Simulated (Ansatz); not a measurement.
Suppose TiFeC4N4 takes space group P-43m (No. 215), with Ti on 1a; Fe on 1b; C on 4e; N on 4e. Recipe of this trial structure of TiFeC4N4: two interpenetrating cyanide-bridged diamond nets.

Theory: DFT PBE, scalar-relativistic, plane waves, PAW (Ansatz 0.2.0). Cutoff 420 eV, Γ-centred mesh, Gaussian smearing, collinear spin.

The zero of energy is the elements' standard structures at the same level (N₂ as a molecule); no fitted shifts are applied.

Question: Which cell and coordinates does it relax to?

Answer:

Space group P-43m (No. 215). a = 6.001 Å, b = 6.001 Å, c = 6.001 Å, α = 90.00°, β = 90.00°, γ = 90.00°
```
atom  site  symmetry       x       y       z
  Ti    1a      -43m  0.0000  0.0000  0.0000
  Fe    1b      -43m  0.5000  0.5000  0.5000
   C    4e       .3m  0.2023  0.2023  0.2023
   N    4e       .3m  0.3156  0.3156  0.3156
```

Ti is surrounded by 4 C at 2.10 Å; Fe is surrounded by 4 N at 1.92 Å; C has 1 N at 1.18 Å and 1 Ti at 2.10 Å; N has 1 C at 1.18 Å and 1 Fe at 1.92 Å. Another local minimum with the same sites may exist.

Question: And its energy and gap?

Answer: The energy over the elements is +0.30 eV/atom, the gap on the 6×6×6 mesh of the 10-atom cell is 0 eV (a metal) and the net moment per atom is 0.20 μB. The moment by site is Ti -0.8; Fe 2.8 μB. It can't be a ground state, since the elements alone are lower.

The last run used collinear spin and Gaussian smearing of 0.10 eV. In such compounds of Fe and Ti a zero gap at this level may well be an artefact, since no Hubbard U is applied. The reference form of C is held partly by dispersion forces, which this level lacks. Another magnetic order may lie lower. A structure relaxed within its symmetry needn't be a true minimum. Site moments count only spheres around the atoms; the net moment includes the space between them.
